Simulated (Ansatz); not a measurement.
## SiGe3O8: rattling a relaxed structure

The cell was found from a structure generator's guess, not taken from experiment.

Theory: DFT PBE, scalar-relativistic, plane waves, PAW in Ansatz 0.2.0. Cutoff 420 eV; k points 6×6×6 on the computed 12-atom cell (Γ-centred); Gaussian smearing, width 0.02 eV; no spin polarisation.

The cell below (12 atoms, space group C2/m (No. 12)) is relaxed within its symmetry.

```cif
data_structure
_symmetry_space_group_name_H-M 'P 1'
_symmetry_Int_Tables_number 1
_cell_length_a 5.2562
_cell_length_b 5.2562
_cell_length_c 4.4296
_cell_angle_alpha 90.172
_cell_angle_beta 90.172
_cell_angle_gamma 65.745
_cell_volume 111.58
loop_
_atom_site_label
_atom_site_type_symbol
_atom_site_fract_x
_atom_site_fract_y
_atom_site_fract_z
_atom_site_occupancy
Si1 Si 0.00000 0.00000 0.00000 1
Ge1 Ge 0.50000 0.50000 0.00000 1
Ge2 Ge 0.50000 0.00000 0.50000 1
Ge3 Ge 0.00000 0.50000 0.50000 1
O1 O 0.84785 0.84785 0.70681 1
O2 O 0.35094 0.35094 0.68523 1
O3 O 0.64906 0.64906 0.31477 1
O4 O 0.15215 0.15215 0.29319 1
O5 O 0.33170 0.85723 0.81232 1
O6 O 0.85723 0.33170 0.81232 1
O7 O 0.66830 0.14277 0.18768 1
O8 O 0.14277 0.66830 0.18768 1
```

For the test it was strained at random (σ = 1.5 % a component), the atoms were moved at random (σ = 0.05 Å), and all was relaxed again on a coarse 4×4×4 mesh (in the run’s order of axes) with 0.10 eV smearing, with no symmetry imposed.

Task: Does it come back?

Result: It returns, within 1 meV/atom of the unmoved cell on that mesh and with the same symmetry when read at 0.1 Å. No instability shows in this cell; modes of other wave vectors, which need another repeat, aren't tested.
